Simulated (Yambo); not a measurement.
Yambo run on MgZnO₂ (space group P3m1, No. 156). The wavefunctions are PBEsol (Quantum ESPRESSO, PseudoDojo norm-conserving, 84 Ry, no spin-orbit coupling) ones on a 6×6×4 mesh (21 occupied bands); a = 3.2625 Å, b = 3.2625 Å, c = 5.1200 Å, α = 90.00°, β = 90.00°, γ = 120.00°.

Yambo input:

```
rim_cut
gw0
dyson
el_el_corr
HF_and_locXC
ppa
em1d
RandQpts= 1000000
RandGvec= 1 Ry
EXXRLvcs= 84 Ry
VXCRLvcs= 336 Ry
Chimod= "HARTREE"
% BndsRnXp
 6 | 124 |
%
NGsBlkXp= 10 Ry
% LongDrXp
 1.0 | 1.0 | 1.0 |
%
PPAPntXp= 27.2114 eV
% GbndRnge
 1 | 50 |
%
GTermKind= "none"
DysSolver= "n"
ExtendOut
% QPkrange
 1 | 1 | 21 | 22 |
%
```

k points by index: 1 = Γ.

Table of the .qp output:

```
#    K-point    Band    Eo [eV]    E [eV]    E-Eo [eV]    Vxc [eV]    Vnlxc [eV]    Sc|Eo [eV]    Sc|E [eV]    dSc/dw|Eo [eV]    Re(Z)    Im(Z)
#
    1    21    0.000000    -0.586775    -0.586775    -24.09281    -29.99487    5.161033    5.315291    -7.152173    0.791866    -0.001201
    1    22    1.763275    2.702829    0.939554    -12.28618    -8.447114    -2.723770    -2.899508    -5.089334    0.842438    -0.936208E-3
```
(The two width columns are left out.) Convergence of these settings isn't established.

Geometry relaxed with PBEsol.

The structure is a Materials Project entry; no match was found in the copy of COD used, and its stability was not checked.
